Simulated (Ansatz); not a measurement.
Start of a relaxation of Al₃InAs₄:

```
Al In As
1.0
    -2.75809    2.75809    5.51618
     2.75809   -2.75809    5.51618
     2.75809    2.75809   -5.51618
Al In As
3 1 4
Direct
  0.00000 0.00000 0.00000
  0.25000 0.75000 0.50000
  0.75000 0.25000 0.50000
  0.50000 0.50000 0.00000
  0.62500 0.62500 0.50000
  0.12500 0.12500 0.50000
  0.87500 0.37500 0.00000
  0.37500 0.87500 0.00000
```

These are results of DFT PBE, scalar-relativistic, plane waves, PAW (Ansatz), not measurements. Cutoff 420 eV, Gaussian smearing, Γ-centred meshes. Cell and atoms relax first on a coarse mesh and then on a converged one. In between, the cell is made exact in the group found at 0.06 Å. The steps can't lower the symmetry of their start. No spin polarisation.

A guess keeps its type if space group and coordination stay and the shape of the cell changes little (axis ratios within about 15 %, angles within 6°); the volume may change.

Task: Does it keep its structure type, or change into something else?

Result: It keeps its type. The symmetry stays I-42m (No. 121). The volume per atom grows by 18.3 %, from 21.0 to 24.8 Å³. The shortest distance goes from 2.39 Å (Al–As and In–As) to 2.48 Å (Al–As). The ratio c/a of the conventional cell changes by a factor of 1.00. Counting neighbours within 15 % of an atom's shortest distance, the start has Al 4, As 4, In 4 and the end Al 4, As 4, In 4.

The zero of energy is the elements' standard structures at the same level; no fitted shifts are applied.

Task: At what energy does it end?

Result: −0.421 eV/atom. Whether it is stable depends on the other phases of the system, which aren't compared here.

The last run used an 8×8×8 mesh for its 8-atom cell and Gaussian smearing of 0.02 eV. The reference form of As is held partly by dispersion forces, which this level lacks. A later test with randomly moved atoms came back to the same energy, though modes that don't fit the test's cell weren't probed.
